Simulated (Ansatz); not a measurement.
The start is a generated trial cell of Pb in the trigonal-Te structure type. A full variable-cell relaxation at zero pressure is run with r2SCAN (plane waves to 500 eV, PAW, scalar-relativistic; Ansatz, a program for electronic structure). The first steps use a coarse 8×8×5 k-mesh.

Input geometry:
```
Pb
1.0
    4.71906     0.00000     0.00000
   -2.35953     4.08682     0.00000
    0.00000     0.00000     6.27054
Pb
3
Direct
  0.26360   0.00000   0.33333
  0.00000   0.26360   0.66667
  0.73640   0.73640   0.00000
```

Task: What pressure does the first self-consistent step give?

Result: -2.4 GPa (negative: the cell is under tension).

Task: Which atoms feel the largest initial force, and how large is it?

Result: 0.78 eV/Å, on Pb1, Pb2, Pb3 (atoms numbered as listed).

Task: Does the structure survive the relaxation? Give the final space group.

Result: The space group goes from P3₁21 (No. 152) to R-3m (No. 166), with 1 atom in the primitive cell.

Task: How much energy is released per atom?

Result: 0.21 eV/atom.

Task: How does the volume change?

Result: -18.0 %, from 40.31 to 33.06 Å³/atom.

Task: What band gap does the relaxed structure have at this level?

Result: No gap (metallic).

Task: Give the final cell and atomic positions.

Result: 
Space group R-3m, hexagonal axes (No. 166); a = b = 4.2750 Å, c = 6.2668 Å, α = β = 90.00°, γ = 120.00°

```json
[
 {"atom": "Pb", "site": "3a", "symmetry": "-3m", "x": "0.0000", "y": "0.0000", "z": "0.0000"}
]
```
(The calculation used a cell of 1 atom; values per cell refer to that cell.)

Final values are on a 15×15×15 k-mesh of the relaxed cell. No spin polarisation in the result.

The run could not lose the symmetry of its start: the end is stationary, and may be a saddle point rather than a minimum.

The relaxed structure here is a generated cell of Pb: the first start was made by placing the elements on the sites of a structure type, and the end was not matched to a known phase here, so it may be hypothetical. Known forms of Pb include space group No. 225.
